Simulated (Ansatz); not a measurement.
BPO4:
Space group I-4 (No. 82); a = b = 4.352 Å, c = 6.660 Å, α = β = γ = 90.00°

```
atom  site  symmetry       x       y       z
----  ----  --------  ------  ------  ------
P       2a      -4..  0.0000  0.0000  0.0000
B       2c      -4..  0.0000  0.5000  0.2500
O       8g         1  0.1386  0.2586  0.1269
```
(The calculation used a cell of 6 atoms; values per cell refer to that cell.)

Relaxed with r²SCAN.

**Question.** Which orbitals make up the states near the band edges in r²SCAN in the plane-wave PAW code Ansatz?

**Answer.** Top 1 eV of the valence band: O 2p 96 %. Bottom 1 eV of the conduction band: P 3s 25 %, O 2s 20 %, B 2s 15 %, B 2p 9 %, O 2p 7 %, P 3p 5 %, outside the projected shells 19 %. Projections are on Löwdin-orthogonalised atomic valence shells; empty p or d shells of many metals are not among them.

**Question.** Tabulate the density of states.

**Answer.** States/eV per cell of 6 atoms, in 0.25 eV bins, energy from the valence-band maximum.

| E (eV) | total | O 2p | P 3p | B 2p |
|---|---|---|---|---|
| -7.85 | 1.50 | 1.02 | 0.14 | 0.12 |
| -7.60 | 1.85 | 1.24 | 0.18 | 0.18 |
| -7.35 | 2.01 | 1.35 | 0.22 | 0.24 |
| -7.10 | 0.95 | 0.63 | 0.13 | 0.14 |
| -6.85 | 1.16 | 0.78 | 0.16 | 0.18 |
| -6.60 | 2.73 | 1.87 | 0.34 | 0.41 |
| -6.35 | 4.43 | 3.06 | 0.54 | 0.67 |
| -6.10 | 5.92 | 4.13 | 0.72 | 0.88 |
| -5.85 | 1.45 | 1.02 | 0.17 | 0.22 |
| -5.60 | 0.00 | 0.00 | 0.00 | 0.00 |
| -5.35 | 0.00 | 0.00 | 0.00 | 0.00 |
| -5.10 | 0.00 | 0.00 | 0.00 | 0.00 |
| -4.85 | 0.00 | 0.00 | 0.00 | 0.00 |
| -4.60 | 0.00 | 0.00 | 0.00 | 0.00 |
| -4.35 | 0.00 | 0.00 | 0.00 | 0.00 |
| -4.10 | 0.00 | 0.00 | 0.00 | 0.00 |
| -3.85 | 0.04 | 0.03 | 0.00 | 0.00 |
| -3.60 | 4.91 | 3.92 | 0.32 | 0.19 |
| -3.35 | 2.74 | 2.23 | 0.16 | 0.09 |
| -3.10 | 3.40 | 2.87 | 0.17 | 0.09 |
| -2.85 | 3.10 | 2.63 | 0.13 | 0.07 |
| -2.60 | 2.56 | 2.25 | 0.09 | 0.04 |
| -2.35 | 4.52 | 4.07 | 0.13 | 0.06 |
| -2.10 | 4.59 | 4.14 | 0.11 | 0.06 |
| -1.85 | 3.24 | 2.90 | 0.08 | 0.04 |
| -1.60 | 3.53 | 3.20 | 0.07 | 0.03 |
| -1.35 | 5.49 | 5.10 | 0.08 | 0.04 |
| -1.10 | 4.33 | 4.06 | 0.05 | 0.02 |
| -0.85 | 3.95 | 3.71 | 0.02 | 0.03 |
| -0.60 | 1.61 | 1.55 | 0.01 | 0.01 |
| -0.35 | 6.62 | 6.39 | 0.03 | 0.04 |
| -0.10 | 9.38 | 9.12 | 0.04 | 0.03 |
| 0.15 | 0.00 | 0.00 | 0.00 | 0.00 |
| 0.40 | 0.00 | 0.00 | 0.00 | 0.00 |
| 0.65 | 0.00 | 0.00 | 0.00 | 0.00 |
| 0.90 | 0.00 | 0.00 | 0.00 | 0.00 |
| 1.15 | 0.00 | 0.00 | 0.00 | 0.00 |
| 1.40 | 0.00 | 0.00 | 0.00 | 0.00 |
| 1.65 | 0.00 | 0.00 | 0.00 | 0.00 |
| 1.90 | 0.00 | 0.00 | 0.00 | 0.00 |
| 2.15 | 0.00 | 0.00 | 0.00 | 0.00 |
| 2.40 | 0.00 | 0.00 | 0.00 | 0.00 |
| 2.65 | 0.00 | 0.00 | 0.00 | 0.00 |
| 2.90 | 0.00 | 0.00 | 0.00 | 0.00 |
| 3.15 | 0.00 | 0.00 | 0.00 | 0.00 |
| 3.40 | 0.00 | 0.00 | 0.00 | 0.00 |
| 3.65 | 0.00 | 0.00 | 0.00 | 0.00 |
| 3.90 | 0.00 | 0.00 | 0.00 | 0.00 |
| 4.15 | 0.00 | 0.00 | 0.00 | 0.00 |
| 4.40 | 0.00 | 0.00 | 0.00 | 0.00 |
| 4.65 | 0.00 | 0.00 | 0.00 | 0.00 |
| 4.90 | 0.00 | 0.00 | 0.00 | 0.00 |
| 5.15 | 0.00 | 0.00 | 0.00 | 0.00 |
| 5.40 | 0.00 | 0.00 | 0.00 | 0.00 |
| 5.65 | 0.00 | 0.00 | 0.00 | 0.00 |
| 5.90 | 0.00 | 0.00 | 0.00 | 0.00 |
| 6.15 | 0.00 | 0.00 | 0.00 | 0.00 |
| 6.40 | 0.00 | 0.00 | 0.00 | 0.00 |
| 6.65 | 0.00 | 0.00 | 0.00 | 0.00 |
| 6.90 | 0.00 | 0.00 | 0.00 | 0.00 |
| 7.15 | 0.00 | 0.00 | 0.00 | 0.00 |
| 7.40 | 0.00 | 0.00 | 0.00 | 0.00 |
| 7.65 | 0.00 | 0.00 | 0.00 | 0.00 |
| 7.90 | 0.00 | 0.00 | 0.00 | 0.00 |
| 8.15 | 0.00 | 0.00 | 0.00 | 0.00 |
| 8.40 | 0.06 | 0.00 | 0.00 | 0.00 |
| 8.65 | 0.13 | 0.01 | 0.00 | 0.01 |
| 8.90 | 0.20 | 0.01 | 0.01 | 0.02 |
| 9.15 | 0.28 | 0.02 | 0.02 | 0.03 |
| 9.40 | 0.42 | 0.03 | 0.05 | 0.06 |
| 9.65 | 0.82 | 0.08 | 0.18 | 0.13 |
| 9.90 | 1.60 | 0.16 | 0.46 | 0.27 |
| 10.15 | 2.78 | 0.30 | 0.88 | 0.44 |
| 10.40 | 3.04 | 0.37 | 1.01 | 0.45 |
| 10.65 | 5.01 | 0.64 | 1.59 | 0.63 |
| 10.90 | 4.09 | 0.55 | 1.47 | 0.42 |
| 11.15 | 4.89 | 0.72 | 1.80 | 0.54 |
| 11.40 | 2.57 | 0.40 | 1.00 | 0.26 |
| 11.65 | 3.93 | 0.64 | 1.65 | 0.29 |
| 11.90 | 1.89 | 0.31 | 0.82 | 0.13 |

The workflow started from an entry of the Crystallography Open Database (COD), which files this formula under 2 space groups. Whether it is the stable phase at ambient conditions was not checked. The cell was relaxed with r²SCAN under the symmetry of its start; whether a distortion lowers the energy is not shown.

Potentials: the later of the program's two PAW sets.
